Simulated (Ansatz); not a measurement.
**What moves the field gradients of CdHC₂O₃?**

Cell of run 1: a measured structure from the Crystallography Open Database (COD), taken as it stands.

```xyz
28
Lattice="3.5793 0.0000 0.0000 0.0000 10.4878 0.0000 -1.4242 0.0000 8.4644" Properties=species:S:1:pos:R:3 pbc="T T T"
Cd   -0.5490    6.5260    7.8053
Cd    1.9920    1.2821    4.8913
Cd    2.7041    3.9618    0.6591
Cd    0.1631    9.2057    3.5731
H     2.6405    6.7049    1.4779
H     0.2267    1.4610    2.7543
H    -0.4854    3.7829    6.9865
H     1.9284    9.0268    5.7101
C     1.2011    5.8228    5.0787
C     0.2419    0.5789    7.6180
C     0.9540    4.6650    3.3858
C     1.9132    9.9089    0.8464
C     0.6344    6.0431    3.7455
C     2.2328    0.7992    0.4867
C     1.5207    4.4447    4.7189
C    -0.0777    9.6886    7.9777
O     1.3296    6.5297    6.1079
O     0.1134    1.2858    6.5887
O     0.8255    3.9581    2.3565
O     2.0417    9.2020    1.8757
O     0.0865    7.0069    3.1640
O     2.7807    1.7630    1.0682
O     2.0686    3.4809    5.3004
O    -0.6256    8.7248    7.3962
O     2.6499    6.2371    0.6204
O     0.2173    0.9932    3.6118
O    -0.4948    4.2507    7.8440
O     1.9378    9.4946    4.8527
```

Sites (sets of like atoms) are named by element and the number of their first atom in this list.

Relaxed positions (PBE, cell held):

```
CELL_PARAMETERS angstrom
3.57930 0.00000 0.00000
0.00000 10.48780 0.00000
-1.42420 0.00000 8.46442
ATOMIC_POSITIONS crystal
Cd 0.21242 0.62437 0.92410
Cd 0.78758 0.12437 0.57590
Cd 0.78758 0.37563 0.07590
Cd 0.21242 0.87563 0.42410
H 0.84844 0.63501 0.17971
H 0.15156 0.13501 0.32029
H 0.15156 0.36499 0.82029
H 0.84844 0.86499 0.67971
C 0.57209 0.55689 0.59985
C 0.42791 0.05689 0.90015
C 0.42791 0.44311 0.40015
C 0.57209 0.94311 0.09985
C 0.34685 0.57514 0.44187
C 0.65315 0.07514 0.05813
C 0.65315 0.42486 0.55813
C 0.34685 0.92486 0.94187
O 0.65259 0.62718 0.71973
O 0.34741 0.12718 0.78027
O 0.34741 0.37282 0.28027
O 0.65259 0.87282 0.21973
O 0.15878 0.66488 0.37017
O 0.84122 0.16488 0.12983
O 0.84122 0.33512 0.62983
O 0.15878 0.83512 0.87017
O 0.77052 0.59369 0.07683
O 0.22948 0.09369 0.42317
O 0.22948 0.40631 0.92317
O 0.77052 0.90631 0.57683
```

All runs are DFT with Ansatz 0.2.0 (plane waves and PAW, scalar-relativistic unless spin–orbit coupling is named, Γ-centred meshes, Fermi–Dirac smearing where given) in this cell.

Run 1: PBE, atoms as given; 420 eV, 9×3×4 k-points, smearing 0.05 eV.
Run 2: PBE, atoms relaxed; 420 eV, 9×3×4 k-points, smearing 0.05 eV.
Run 3: r2SCAN, at the relaxed atoms; 500 eV, 9×3×4 k-points, smearing 0.05 eV.

**Question.** What does each run give, and what moves the gradients most?

**Answer.** 

```csv
run,Cd V_zz (η),O17 V_zz (η),O21 V_zz (η),O25 V_zz (η)
1,8.12 (0.18),-13.28 (0.50),-11.36 (0.79),9.51 (0.11)
2,7.51 (0.16),-13.23 (0.52),-10.75 (0.87),8.85 (0.06)
3,7.98 (0.18),-13.52 (0.55),-11.20 (0.87),9.27 (0.05)
```

V_zz in 10²¹ V/m²; 4 of the 7 sets of like atoms are followed. Against run 1, the gradient tensors on these sites move by at most 2.80 in run 2 (O25), 2.70 in run 3 (O25). Taken one at a time, the positions of the atoms (as given or relaxed) move the tensors on these sites by up to 2.80 (largest principal value of the change, on O25), the functional (r2SCAN with its higher cutoff) by 0.51 (O21).

Without spin–orbit coupling (the program notes it for Cd) the gradients are little affected as a rule: paired runs on crystals with a gap mostly move them by under 2 % at such atoms. In runs 1, 3 the atoms aren't at the calculated equilibrium (largest force 0.42, 0.46 eV/Å).
